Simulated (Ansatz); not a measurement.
SrCl2 (started from an entry of an open crystallographic database), relaxed with r2SCAN, was run in the plane-wave code Ansatz under altered settings. All numbers are computed, without spin polarisation but where a row says otherwise.

```
CELL_PARAMETERS angstrom
0.00000 3.49765 3.49765
3.49765 0.00000 3.49765
3.49765 3.49765 0.00000
ATOMIC_POSITIONS crystal
Sr 0.00000 0.00000 0.00000
Cl 0.25000 0.25000 0.25000
Cl 0.75000 0.75000 0.75000
```

The base run's other keys:
```yaml
kpoints:
  mp_grid: { grid: [4, 4, 4] }
hamiltonian:
  xc: pbe
scf:
  occupations: { method: fixed }
  n_extra_bands: 4
```

It takes 6 iterations with 1687 plane waves at 420 eV and 8 k points, and leaves a mean stress of +0.69 GPa. The gap over this mesh is 5.312 eV. It ran on 4 threads of Arm Neoverse V2 (shared host).

Outcomes, with energy and stress as changes against the base:

| setting | outcome | ΔF (meV/atom) | Δ mean stress (GPa) | gap on the mesh (eV) | iterations | wall time |
| --- | --- | --- | --- | --- | --- | --- |
| scf.occupations: cold 1.5 | converged | 0.0 | 0.00 | 5.312 | 11 | 0.74 s |
| magnetization.initial_magnetization: 0.5 | refused | – | – | – | – | 0.03 s |
| scf.occupations: tetrahedron | converged, warned | 0.0 | – | 5.313 | 4 | 0.55 s |
| scf.n_bands: 12 | refused | – | – | – | – | 0.01 s |
| accuracy: low | converged | 0.0 | 0.00 | 5.312 | 6 | 0.47 s |
| kpoints.mp_grid.grid: [2, 2, 2] | converged | +12.8 | +0.23 | 5.302 | 6 | 0.41 s |
| hamiltonian.dispersion: d3bj | converged | -220 | -1.27 | 5.312 | 6 | 0.47 s |
| hamiltonian.pseudopotentials: nc (cutoff then 925 eV) | converged | – | -0.02 | 5.312 | 7 | 0.91 s |
| scf.n_extra_bands: 24 | converged | 0.0 | 0.00 | 5.312 | 6 | 0.57 s |
| hamiltonian.xc: scan | refused | – | – | – | – | 0.01 s |
| hamiltonian.xc: hse6 | refused | – | – | – | – | 0.01 s |

A dash marks a value that wasn't obtained or can't be compared. Stress is positive in compression. The base took 0.48 s.

- magnetization.initial_magnetization: 0.5. It is rejected at once. Error: inconsistent input (scf.occupations.method, magnetization): a σ = 0 step fill (method: fixed, or a smearing width below the step floor) with no hard lock on the total moment puts the same N_el/2 bands in each spin channel, which gives a total moment of zero, but the starting moments sum to +0.5000 μB […]
- scf.occupations: tetrahedron. Energy, stress and gap stay within 1 meV an atom, 0.1 GPa and 0.005 eV of the base. Warned: band table not solved further, tetrahedron derivatives may miss energy slope.
- scf.n_bands: 12. The program doesn't start. Error: YAML parse error: line 17 column 3: unknown field `n_bands`, expected one of max_iter, algorithm, n_extra_bands, self_checks, convergence, lower_state_search, omitted_lower_state_checks, lower_solution_reach, mixing, occupations, eigensolver, initial_density, exx
- kpoints.mp_grid.grid: [2, 2, 2]. The free energy moves by +12.8 meV an atom, the mean stress by +0.23 GPa and the gap on the mesh by -0.010 eV (to 5.302). The mesh is too coarse.
- hamiltonian.dispersion: d3bj. The free energy moves by -220 meV an atom, the mean stress by -1.27 GPa and the gap on the mesh by 0.000 eV (to 5.312). A pairwise correction adds to energy, forces and stress and leaves the bands alone.
- hamiltonian.xc: scan. The program doesn't start. Error: YAML parse error: line 13 column 7: hamiltonian.xc: unknown variant `scan`, expected one of […]
- hamiltonian.xc: hse6. It is rejected at once. Error: YAML parse error: line 13 column 7: hamiltonian.xc: unknown variant `hse6`, expected one of […]

Within 1 meV an atom, 0.1 GPa and 0.005 eV of the base stay: scf.occupations: cold 1.5; scf.occupations: tetrahedron; accuracy: low; scf.n_extra_bands: 24.
